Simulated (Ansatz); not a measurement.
Ru (hcp (Mg type)), relaxed with PBEsol (Ansatz, a program for electronic structure, plane waves, PAW): a = b = 2.690 Å, c = 4.251 Å, α = β = 90.00°, γ = 120.00°.

The same phase is relaxed and computed with PBE+D3(BJ) in the same code. What is the cell now?

a = 2.6984 Å, b = 2.6984 Å, c = 4.2646 Å, α = 90.00°, β = 90.00°, γ = 120.00°.

All cells were relaxed under the symmetry of their starts (and spin orders); stability against distortions was not tested throughout. Rows with no word on spin ran without spin polarisation. Spin–orbit coupling is left out wherever it is not named.

Potentials: the earlier of the program's two PAW sets.

Ansatz is a plane-wave DFT program.
